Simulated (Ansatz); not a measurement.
## ⁵⁷Fe Mössbauer parameters in GaN with Fe replacing Ga

Cell: a supercell of GaN (wurtzite type, P6_3mc) built from an entry of the Crystallography Open Database (COD), with the ions relaxed around the defect (PBE).

```cif
data_structure
_symmetry_space_group_name_H-M 'P 1'
_symmetry_Int_Tables_number 1
_cell_length_a 6.3600
_cell_length_b 6.3600
_cell_length_c 10.3320
_cell_angle_alpha 90.000
_cell_angle_beta 90.000
_cell_angle_gamma 120.000
_cell_volume 361.93
loop_
_atom_site_label
_atom_site_type_symbol
_atom_site_fract_x
_atom_site_fract_y
_atom_site_fract_z
_atom_site_occupancy
Fe1 Fe 0.16719 0.33371 0.00024 1
Ga2 Ga 0.16721 0.33373 0.49927 1
Ga3 Ga 0.16681 0.83352 0.99978 1
Ga4 Ga 0.16711 0.83369 0.49974 1
Ga5 Ga 0.66738 0.33410 0.99978 1
Ga6 Ga 0.66726 0.33381 0.49971 1
Ga7 Ga 0.66737 0.83352 0.99978 1
Ga8 Ga 0.66727 0.83371 0.49972 1
Ga9 Ga 0.33410 0.16680 0.24969 1
Ga10 Ga 0.33385 0.16711 0.74966 1
Ga11 Ga 0.33411 0.66755 0.24970 1
Ga12 Ga 0.33385 0.66700 0.74965 1
Ga13 Ga 0.83338 0.16681 0.24967 1
Ga14 Ga 0.83396 0.16711 0.74966 1
Ga15 Ga 0.83386 0.66706 0.24968 1
Ga16 Ga 0.83388 0.66707 0.74969 1
N17 N 0.16722 0.33374 0.18905 1
N18 N 0.16722 0.33374 0.68782 1
N19 N 0.16721 0.83373 0.18822 1
N20 N 0.16700 0.83363 0.68823 1
N21 N 0.66718 0.33370 0.18822 1
N22 N 0.66732 0.33394 0.68821 1
N23 N 0.66718 0.83372 0.18822 1
N24 N 0.66733 0.83365 0.68822 1
N25 N 0.33402 0.16691 0.43831 1
N26 N 0.33452 0.16639 0.93795 1
N27 N 0.33402 0.66737 0.43832 1
N28 N 0.33451 0.66836 0.93795 1
N29 N 0.83359 0.16692 0.43829 1
N30 N 0.83252 0.16638 0.93796 1
N31 N 0.83387 0.66706 0.43818 1
N32 N 0.83386 0.66705 0.93814 1
```

Atom numbers follow the list; atoms alike are taken as one site, whose name carries the number of the first.

Computed with Ansatz: DFT, PBE, plane waves and PAW, scalar-relativistic, collinear spin, 420 eV cutoff, Γ-centred 4×4×2 k-points, Fermi–Dirac smearing 0.01 eV. Start moments as typed (μB): 5 on each Fe, none on the rest. The program fits them to the shells of the files, so those used differ somewhat.

Isomer shifts (against α-Fe) follow from the electron density at the nucleus, δ = α(ρ − ρ₀), with α = -0.366 mm s⁻¹ a₀³ and ρ₀ = 14904.00 a₀⁻³ from a line fitted to 10 measured compounds at this level of theory (rms miss 0.11 mm/s). ΔE_Q = ½eQV_zz(1 + η²/3)^½ with Q = 0.160 b for the 14.4 keV state. B_c is the Fermi-contact field along the atom's own moment; orbital and dipolar fields are not included.

(1) Where do the absorption lines lie when the magnetic splitting is averaged out (above the ordering temperature, with the gradients of this state)?

(2) And the six lines of Fe from the contact field alone, leaving the quadrupole term aside?

## Answers

(1) Fe (1 atom a cell): δ = 0.05, |ΔE_Q| = 0.04 mm/s, a doublet too narrow to resolve, seen as one line at 0.05 mm/s.

(2) With |B_c| = 22.9 T and nuclear moments 0.090604 and -0.15532 μN the lines lie at -3.64, -2.09, -0.53, 0.63, 2.18, 3.73 mm/s, in the ratio 3:2:1:1:2:3 for a powder.

The defect repeats with the cell of 32 atoms, so it feels its images: sites between two images don't show the values beside a lone defect, and zeros or small values of η there can come from the images' arrangement. The centre was started off its lattice site, so that it could distort. With these PAW files V_zz is typically within 2 to 3 % of all-electron values, but misses above 10 % occur on Fe. With a gap of 0.7 eV on this mesh, small gradients can still move by 0.1 × 10²¹ V/m² or more as the k-mesh gets denser. The cell keeps the host's lattice, where the PBE pressure is 8 GPa. Semilocal functionals underestimate the core's spin polarisation, so contact fields of ionic iron come out too small in magnitude. On Fe B_c is a small difference of large parts, and can be wrong severalfold and even in sign.
